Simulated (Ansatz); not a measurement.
Ba2HfO4 in space group I4/mmm (No. 139; Ba on 4e, Hf on 2a, O on 4c, O on 4e), plane-wave PAW r²SCAN (Ansatz code). The conduction-band minimum lies at M, with 1 equivalent valley. Second derivatives d²E/dk² of the lowest band at one valley (eV·Å²), along Cartesian directions:

| direction | d²E/dk² |
|---|---|
| [100] | 16.03 |
| [010] | 16.03 |
| [001] | 10.34 |
| [110] | 16.03 |
| [101] | 13.18 |
| [011] | 13.18 |

**Question.** Find the principal effective masses, the density-of-states mass and the conductivity mass.

**Answer.** Off-diagonal terms follow from H_xy = H[110] − (H_xx + H_yy)/2, and m*/mₑ = 7.620 eV·Å² over each eigenvalue: 0.48, 0.48, 0.74. One valley's DOS mass (m₁m₂m₃)^(1/3) = 0.55, conductivity mass 3/(Σ 1/mᵢ) = 0.54 mₑ.

**Question.** What effective density of states Nc follows at 300 K for parabolic valleys?

**Answer.** Nc = 2.509e19 × 1 × (0.55)^(3/2) ≈ 1.0e19 cm⁻³.

The workflow started from a Materials Project entry (that database holds measured and hypothetical structures alike); the Crystallography Open Database copy checked does not list it. Its standing as an ambient phase is unchecked. Symmetry was held in the r²SCAN relaxation; whether a distortion lowers the energy is not shown. No spin polarisation was allowed. Scalar-relativistic: spin–orbit coupling is off unless named, which matters more the heavier the elements.

Potentials: the later of the program's two PAW sets.

Edges and masses are those of Kohn–Sham bands, whose gap is no quasiparticle gap.
